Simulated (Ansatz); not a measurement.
LiNbO2: course of a relaxation

Theory: Ansatz, DFT r2SCAN, scalar-relativistic, plane waves, PAW. (500 eV cutoff, 12×12×4 k-mesh, Gaussian smearing of 0.02 eV, no spin polarisation)

What was changed: relaxed at 3 GPa.

Command:

```bash
ansatz run input.yaml --threads 2 --pin off --max-ram 5120MiB --backend cpu --events-out ev --progress --plain --runs-dir out
```

Input:

```yaml
crystal:
  lattice:
    - [2.875946854, 0.0, 0.0]
    - [-1.437973427, 2.4906430355, 0.0]
    - [0.0, 0.0, 10.3368102124]
  atoms:
    - { symbol: Li, position: [0.0, 0.0, 0.0] }
    - { symbol: Li, position: [0.0, 0.0, 0.5] }
    - { symbol: Nb, position: [0.3333333333, 0.6666666667, 0.75] }
    - { symbol: Nb, position: [0.6666666667, 0.3333333333, 0.25] }
    - { symbol: O, position: [0.3333333333, 0.6666666667, 0.1231766285] }
    - { symbol: O, position: [0.6666666667, 0.3333333333, 0.6231766285] }
    - { symbol: O, position: [0.3333333333, 0.6666666667, 0.3768233715] }
    - { symbol: O, position: [0.6666666667, 0.3333333333, 0.8768233715] }
basis:
  ecutwfc: 500
kpoints:
  mp_grid: { grid: [12, 12, 4] }
hamiltonian:
  xc: r2scan
scf:
  occupations: { method: gaussian, width: 0.02 }
output:
  forces: true
  stress: true
  eigenvalues: true
relax:
  adjacent_minimum: "off"
  f_tol: 0.008
  max_steps: 50
  cell: { stress_tol: 0.08, p_target: 3.0 }
```

F is the free energy. Steps run on the plane waves of an earlier cell, but the last one, and at times one on the way, on a freshly chosen basis, so a repeated geometry can differ a little in energy. The relaxation lowers the enthalpy F + PV at the target pressure, so F itself can rise.

Steps:

| step | F − F(1) (eV) | largest force component (eV/Å) | V (Å³/atom) | P (GPa) |
| --- | --- | --- | --- | --- |
| 1 | 0.0000 | 0.382 | 9.255 | 7.02 |
| 2 | -0.0326 | 0.019 | 9.371 | 2.28 |
| 3 | -0.0325 | 0.042 | 9.353 | 2.86 |
| 4 | -0.0324 | 0.001 | 9.350 | 2.99 |
| 5 | -0.0329 | 0.001 | 9.350 | 2.99 |

Relaxed structure:

```xyz
8
Lattice="2.8907 0.0000 0.0000 -1.4454 2.5034 0.0000 0.0000 0.0000 10.3363" Properties=species:S:1:pos:R:3 pbc="T T T"
Li    0.0000    0.0000    0.0000
Li    0.0000    0.0000    5.1681
Nb    0.0000    1.6690    7.7522
Nb    1.4454    0.8345    2.5841
O     0.0000    1.6690    1.2617
O     1.4454    0.8345    6.4298
O     0.0000    1.6690    3.9065
O     1.4454    0.8345    9.0746
```

It takes space group P6_3/mmc (No. 194, hexagonal). The conventional cell has a = 2.891 Å, b = 2.891 Å, c = 10.336 Å, α = 90.00°, β = 90.00°, γ = 120.00°. Around Li (site symmetry -3m) lie 6 O at 2.09 Å. Nb (site symmetry -6m2) is surrounded by 6 O at 2.13 Å. O (site symmetry 3m) has 3 Li at 2.09 Å and 3 Nb at 2.13 Å as nearest neighbours.

The run converged. The run took 91 s on 2 threads of Intel(R) Xeon(R) Processor @ 2.50GHz (Skylake/Cascade Lake), on a shared host, peak memory 0.7 GiB.